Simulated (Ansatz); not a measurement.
Y6InCo2 in space group Immm (No. 71; Pearson symbol oI36), PBE (plane waves, PAW; program Ansatz), all energies at zero smearing, with the estimated change up to a 700 eV cutoff added, with one set of potentials and settings (totals compare only within such a set). Cell of 18 atoms (12 Y, 2 In, 4 Co): -77889.303 eV.

```json
[
 {"element": "Y", "reference phase": "P6_3/mmc, 2 atoms in the cell", "E (eV/atom)": "-3848.6668"},
 {"element": "In", "reference phase": "I4/mmm, 1 atoms in the cell", "E (eV/atom)": "-5597.8481"},
 {"element": "Co", "reference phase": "P6_3/mmc, 2 atoms in the cell, spin-polarised", "E (eV/atom)": "-5126.1559"}
]
```

Formation energy per atom, worked out: (-77889.303 − 12×(-3848.6668) − 2×(-5597.8481) − 4×(-5126.1559))/18 = -0.277 eV/atom (-27 kJ per mol of atoms), at 0 K, without zero-point energy or fitted corrections.

The first step of the workflow began from a Materials Project structure, measured or hypothetical; the Crystallography Open Database copy checked does not list it. Whether it is the stable phase at ambient conditions was not checked. The cell was relaxed with PBE under the symmetry of its start; its stability against distortions is not shown here. The workflow began spin-polarised and lost its moments. The references are the lowest solids computed at this level, not always the standard phases.

Potentials: the later of the program's two PAW sets.
